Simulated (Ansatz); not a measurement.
Input file for Ansatz (a quantum-chemistry and plane-wave program):

Ansatz 0.2 input:
```yaml
crystal:
  lattice:
    - [4.1431480671, 0.0, 0.0]
    - [0.0, 4.1431480671, 0.0]
    - [0.0, 0.0, 5.9046843585]
  atoms:
    - { symbol: In, position: [0.0, 0.0, 0.5] }
    - { symbol: Ga, position: [0.5, 0.5, 0.0] }
    - { symbol: As, position: [0.5, 0.0, 0.7697357182] }
    - { symbol: As, position: [0.0, 0.5, 0.2302642818] }
kpoints:
  mp_grid: { grid: [7, 7, 5] }
  band_path:
    path:
      - [[0.0, 0.0, 0.0], [0.0, 0.5, 0.0], [0.5, 0.5, 0.0], [0.0, 0.0, 0.0], [0.0, 0.0, 0.5], [0.0, 0.5, 0.5], [0.5, 0.5, 0.5], [0.0, 0.0, 0.5]]  # Γ-X-M-Γ-Z-R-A-Z
      - [[0.0, 0.5, 0.0], [0.0, 0.5, 0.5]]  # X-R
      - [[0.5, 0.5, 0.0], [0.5, 0.5, 0.5]]  # M-A
    npoints: 8
basis: { xc_grid: 2 }
hamiltonian:
  xc: pbesol
  pseudopotentials: { kind: paw }
magnetization: { noncollinear: true, spin_orbit: true }
scf:
  n_extra_bands: 12
  convergence: { dr2_threshold: 0.0000000001 }
  occupations: { method: gaussian, width: 0.05 }
output: { eigenvalues: true }
```

Output (shortened):

```
Pseudopotential: In, paw_fr, valence charge 13
Pseudopotential: Ga, paw_fr, valence charge 13
Pseudopotential: As, paw_fr, valence charge 15
Functional definition: PBEsol
non-collinear run that drives no moment, with spin-orbit …
Crystal: 4 atoms, lattice volume = 101.358 Å³
Basis set: ecut = 420 eV, 1955 PW (Γ), exchange–correlation on 60×60×80 points (8 copies of the dense FFT grid, shifted against one another)
Bands: 68, of which v1, the nominal top of the filled ones, is band 56 counted from 1 (55 counted from 0)
Symmetry: 8 space group operations + 8 with time reversal
k-points: 30 of 245 (time reversal used)
Projection manifold: j_resolved (fully-relativistic pseudo-atomic orbitals)
SCF iter   1: F=—  HF=-18897.976019 eV  |F-HF|=—  |Δ(HF+E_count)|=         —  Δρ=3.25e-2  dr2=7.33e-1  dr2_m=0.00e0 (ungated)  ethr=3.10e-3  |M|=0.00e0 ∫|m|=0.00e0 μB  |m|>n=0.0e0 m-floor=0.0e0 τ_xc=0.0e0  β_m=0.30  ⟨swp⟩=7.0  Hψ=9170  notcnv=0  defer=10
preconditioner: auto → Resta (q_TF=auto, 2.471 Å⁻¹)
spin=Noncollinear: Resta preconditioning applied to the charge; magnetization (m_x, m_y, m_z) channels mix plain (no charge-response kernel on spin).
SCF iter   2: F=—  HF=-18897.898578 eV  |F-HF|=—  |Δ(HF+E_count)|=   7.74e-2  Δρ=2.37e-2  dr2=4.20e-1  dr2_m=0.00e0 (ungated)  ethr=1.31e-3  |M|=0.00e0 ∫|m|=0.00e0 μB  |m|>n=0.0e0 m-floor=0.0e0 τ_xc=0.0e0  β_m=0.65  ⟨swp⟩=1.0  Hψ=2370  notcnv=0  defer=64
SCF iter   3: F=—  HF=-18897.803070 eV  |F-HF|=—  |Δ(HF+E_count)|=   9.55e-2  Δρ=2.49e-3  dr2=8.06e-3  dr2_m=0.00e0 (ungated)  ethr=7.50e-4  |M|=0.00e0 ∫|m|=0.00e0 μB  |m|>n=0.0e0 m-floor=0.0e0 τ_xc=0.0e0  β_m=0.62  ⟨swp⟩=2.7  Hψ=2663  notcnv=0  defer=175
SCF iter   4: F=—  HF=-18897.800411 eV  |F-HF|=—  |Δ(HF+E_count)|=   2.66e-3  Δρ=1.41e-3  dr2=2.13e-3  dr2_m=0.00e0 (ungated)  ethr=1.44e-5  |M|=0.00e0 ∫|m|=0.00e0 μB  |m|>n=0.0e0 m-floor=0.0e0 τ_xc=0.0e0  β_m=0.71  ⟨swp⟩=2.0  Hψ=3101  notcnv=0  defer=178
SCF iter   5: F=—  HF=-18897.801558 eV  |F-HF|=—  |Δ(HF+E_count)|=   1.15e-3  Δρ=6.43e-4  dr2=4.72e-4  dr2_m=0.00e0 (ungated)  ethr=3.80e-6  |M|=0.00e0 ∫|m|=0.00e0 μB  |m|>n=0.0e0 m-floor=0.0e0 τ_xc=0.0e0  β_m=0.71  ⟨swp⟩=2.0  Hψ=2942  notcnv=0  defer=178
SCF iter   6: F=—  HF=-18897.801774 eV  |F-HF|=—  |Δ(HF+E_count)|=   2.16e-4  Δρ=2.40e-4  dr2=5.66e-5  dr2_m=0.00e0 (ungated)  ethr=8.42e-7  |M|=0.00e0 ∫|m|=0.00e0 μB  |m|>n=0.0e0 m-floor=0.0e0 τ_xc=0.0e0  β_m=0.83  ⟨swp⟩=3.0  Hψ=3542  notcnv=0  defer=178
SCF iter   7: F=—  HF=-18897.801833 eV  |F-HF|=—  |Δ(HF+E_count)|=   5.87e-5  Δρ=4.36e-5  dr2=1.95e-6  dr2_m=0.00e0 (ungated)  ethr=1.01e-7  |M|=0.00e0 ∫|m|=0.00e0 μB  |m|>n=0.0e0 m-floor=0.0e0 τ_xc=0.0e0  β_m=0.73  ⟨swp⟩=2.0  Hψ=3542  notcnv=0  defer=178
SCF iter   8: F=—  HF=-18897.801832 eV  |F-HF|=—  |Δ(HF+E_count)|=   7.40e-7  Δρ=2.02e-5  dr2=2.51e-7  dr2_m=0.00e0 (ungated)  ethr=3.49e-9  |M|=0.00e0 ∫|m|=0.00e0 μB  |m|>n=0.0e0 m-floor=0.0e0 τ_xc=0.0e0  β_m=0.84  ⟨swp⟩=2.0  Hψ=3566  notcnv=0  defer=178
SCF iter  11: F=-18897.801833 eV  HF=-18897.801833 eV  |F-HF|=6.55e-11  |Δ(HF+E_count)|=   1.12e-9  Δρ=2.18e-7  dr2=7.96e-11  dr2_m=0.00e0 (ungated)  ethr=1.00e-12  |M|=0.00e0 ∫|m|=0.00e0 μB  |m|>n=0.0e0 m-floor=0.0e0 τ_xc=0.0e0  ⟨swp⟩=8.9  Hψ=7966  notcnv=0
SCF 1 converged in 11 iterations: F = -18897.801833 eV  dr2 = 7.96e-11
NSCF: frozen V_eff on 75 k-points
SCF converged after 11 iterations
Magnetization: |M| = 0.0000 μB,  M = (+0.0000, +0.0000, +0.0000) μB
Absolute magnetization: 0.0000 μB (∫|m|)
  site 0: m = (+0.0000, +0.0000, +0.0000) μB, |m| = 0.0000 μB  (R = 1.08 Å)
  site 1: m = (+0.0000, +0.0000, +0.0000) μB, |m| = 0.0000 μB  (R = 1.02 Å)
  site 2: m = (+0.0000, +0.0000, +0.0000) μB, |m| = 0.0000 μB  (R = 1.02 Å)
  site 3: m = (+0.0000, +0.0000, +0.0000) μB, |m| = 0.0000 μB  (R = 1.02 Å)
Free energy (F): -18897.801833 eV
Harris-Foulkes:  -18897.801833 eV  (|F-HF|=6.55e-11)
Internal energy: -18897.801744 eV  (E = F + TS)
E sigma→0 (E₀):  -18897.801788 eV
Entropy (-TS):   -0.000089 eV (-0.022 meV/atom)
Fermi energy:    7.859479 eV
--- Per-component energies (eV) ---
  E_band       = -638.169023
  E_kinetic    = 566.165301
  E_local      = -7265.309428  (includes V_loc(G=0)·N_el)
  E_nonlocal   = -541.236817
  E_hartree    = 3586.375694
  E_xc         = -439.075955
  E_vxc        = -316.097970  (∫ρ·V_xc dr)
  E_paw        = -9623.689536  (= ΣΔE_a)
  E_vpaw       = -254.441667  (= ΣTr[D̂ρ^β])
  E_aug_tail   = -0.000078  (compensation charges beyond the density's cutoff)
  E_ewald      = -5184.075677
  E_core_change = 3.044752  (= ΣΔE_core)
  E_smearing   = -0.000089  (= −TS)
  E_closure    = 0.000000  (closes the sum)
  Σ components = -18897.801833   (vs F -18897.801833, Δ=0.00e0)
  [band-id]    e_kinetic+e_local+e_nonlocal+2·e_hartree+e_vxc+e_vpaw+e_augmentation_tail = -638.169271   (vs E_band -638.169023, Δ=-2.49e-4)
--- Band table (eV; the first three rows and the last of 30) ---
  k-point 0: bands = ["-27.7645", "-27.7645", "-27.7643", "-27.7643", "-27.7564", "-27.7564", "-27.7564", "-27.7564", "-27.0396", "-27.0396", "-27.0393", "-27.0393", "-27.0310", "-27.0310", "-27.0305", "-27.0305", "-27.0278", "-27.0278", "-27.0277", …
  k-point 1: bands = ["-27.7645", "-27.7645", "-27.7643", "-27.7643", "-27.7564", "-27.7564", "-27.7564", "-27.7564", "-27.0396", "-27.0396", "-27.0393", "-27.0393", "-27.0310", "-27.0310", "-27.0305", "-27.0305", "-27.0278", "-27.0278", "-27.0277", …
  k-point 2: bands = ["-27.7645", "-27.7645", "-27.7643", "-27.7643", "-27.7565", "-27.7565", "-27.7564", "-27.7564", "-27.0395", "-27.0395", "-27.0393", "-27.0393", "-27.0309", "-27.0309", "-27.0306", "-27.0306", "-27.0278", "-27.0278", "-27.0277", …
  k-point 29: bands = ["-27.7644", "-27.7643", "-27.7642", "-27.7641", "-27.7563", "-27.7563", "-27.7562", "-27.7561", "-27.0395", "-27.0394", "-27.0389", "-27.0389", "-27.0309", "-27.0309", "-27.0308", "-27.0307", "-27.0275", "-27.0274", "-27.0272", …
```

Cost: very roughly 110 core-seconds on shared cores.

Space group P-4m2. The first step of the workflow began from a Materials Project structure, measured or hypothetical; the Crystallography Open Database copy checked does not list it. With In and Ga taken as one species the cell has the higher symmetry F-43m, so it may be an ordered model of a mixed-site phase. Whether it is the stable phase at ambient conditions was not checked. Symmetry was held in the PBEsol relaxation; whether a distortion lowers the energy is not shown.

Potentials: the later of the program's two PAW sets.

Ansatz is a plane-wave DFT program.
